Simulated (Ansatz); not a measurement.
Structure: SiGe2N4 on the sites of β-Si3N4 (relaxed group Pm), at its r2SCAN minimum. Si is surrounded by 4 N at 1.73–1.77 Å; Ge is surrounded by 4 N at 1.84–1.87 Å; Ge is surrounded by 4 N at 1.82–1.83 Å; Si is surrounded by 4 N at 1.74–1.76 Å; Ge is surrounded by 4 N at 1.81–1.83 Å; Ge is surrounded by 4 N at 1.81–1.85 Å; N is surrounded by 2 Si at 1.73–1.74 Å and 1 Ge at 1.83 Å; N is surrounded by 3 Ge at 1.82–1.84 Å (further sites aren't listed).

Space group Pm (No. 6). a = 7.893 Å, b = 3.020 Å, c = 7.898 Å, α = 90.00°, β = 119.96°, γ = 90.00°
```json
{"atom": "Si", "site": "1b", "symmetry": "m", "x": "0.7656", "y": "0.5000", "z": "0.5903"}
{"atom": "Ge", "site": "1a", "symmetry": "m", "x": "0.6001", "y": "0.0000", "z": "0.8298"}
{"atom": "Ge", "site": "1a", "symmetry": "m", "x": "0.1675", "y": "0.0000", "z": "0.7649"}
{"atom": "Si", "site": "1b", "symmetry": "m", "x": "0.8259", "y": "0.5000", "z": "0.2367"}
{"atom": "Ge", "site": "1b", "symmetry": "m", "x": "0.4125", "y": "0.5000", "z": "0.1746"}
{"atom": "Ge", "site": "1a", "symmetry": "m", "x": "0.2265", "y": "0.0000", "z": "0.4018"}
{"atom": "N", "site": "1b", "symmetry": "m", "x": "0.6772", "y": "0.5000", "z": "0.3405"}
{"atom": "N", "site": "1a", "symmetry": "m", "x": "0.3335", "y": "0.0000", "z": "0.6669"}
{"atom": "N", "site": "1b", "symmetry": "m", "x": "0.0180", "y": "0.5000", "z": "0.7001"}
{"atom": "N", "site": "1a", "symmetry": "m", "x": "0.6986", "y": "0.0000", "z": "0.6584"}
{"atom": "N", "site": "1a", "symmetry": "m", "x": "0.3383", "y": "0.0000", "z": "0.0280"}
{"atom": "N", "site": "1b", "symmetry": "m", "x": "0.6824", "y": "0.5000", "z": "0.9826"}
{"atom": "N", "site": "1a", "symmetry": "m", "x": "0.9587", "y": "0.0000", "z": "0.3016"}
{"atom": "N", "site": "1b", "symmetry": "m", "x": "0.2953", "y": "0.5000", "z": "0.3237"}
```

The questions ask for values computed with Ansatz on this geometry. (Calculated; non-magnetic; the phase may be known or hypothetical.)

(1) What gap does r2SCAN give, and where are the band edges?

(2) Estimate the gap with PBE+SOC on 4×8×4.

(3) Estimate the gap with HSE06 on 2×6×2.

## Answers

(1) With r2SCAN the valence top lies at A and the conduction bottom at Γ, 3.43 eV higher; the smallest vertical gap, at Γ, is 3.44 eV. Least and direct gap differ so little that the kind isn't settled.

(2) PBE+SOC gives an indirect gap of 2.930 eV, from k = (0.005, 0, 0.453) to Γ; the least direct gap is 2.931 eV at Γ. Least and direct gap differ so little that the kind isn't settled. The gap differs by -0.50 eV from r2SCAN's.

(3) With HSE06 the valence top lies at A and the conduction bottom at Γ, 4.465 eV higher; the smallest vertical gap, at Γ, is 4.467 eV. Least and direct gap differ so little that the kind isn't settled. The gap differs by +1.04 eV from r2SCAN's.

Only the levels marked +SOC include spin-orbit coupling.

Coordinates of k points refer to the reciprocal vectors of the primitive cell of the runs.

The meshes of the hybrids are coarse, so their gaps aren't converged to the digits shown.

PBE's own run along the path (2.93 eV) came before the search for the edges and missed one, so it isn't listed.
